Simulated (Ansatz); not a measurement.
HfPdSe4: relaxed-ion elastic tensor

These are results of DFT PBE, scalar-relativistic, plane waves, PAW in Ansatz 0.2.0, not measurements. Cutoff 420 eV, 12×12×4 k-points (Γ-centred), fixed occupations. No spin polarisation.

The cell, relaxed at this level:
```xyz
6
Lattice="3.7554 0.0000 0.0000 -1.8777 3.2522 0.0000 0.0000 0.0000 13.4312" Properties=species:S:1:pos:R:3 pbc="T T T"
Hf    0.0000    0.0000    0.0000
Pd    0.0000    0.0000    6.7156
Se    1.8777    1.0841   11.8473
Se    1.8777    1.0841    5.4171
Se    0.0000    2.1682    8.0141
Se    0.0000    2.1682    1.5840
```

The cell was found from a structure generator's guess, not taken from experiment. Spin–orbit coupling is left out, which matters for heavy elements. No dispersion correction is applied, so modes and constants that involve weak contacts between layers, chains or molecules come out too soft.

Task: Give the relaxed-ion elastic constants (GPa, Voigt order xx yy zz yz xz xy, on the Cartesian axes of the cell above).

Result:
C11 = 93.2, C12 = 22.0, C13 = 1.0, C14 = -0.2, C22 = 93.2, C23 = 1.0, C24 = 0.2, C33 = 2.2, C44 = 0.5, C55 = 0.5, C56 = -0.2, C66 = 35.6 GPa; the others vanish.

Task: Is the crystal stable against homogeneous strain?

Result: Yes: the least eigenvalue of the tensor is 0.5 GPa.

Task: And the moduli of a polycrystal (Hill averages)?

Result: B = 14 GPa, G = 10 GPa, E = 24 GPa, ν = 0.22.
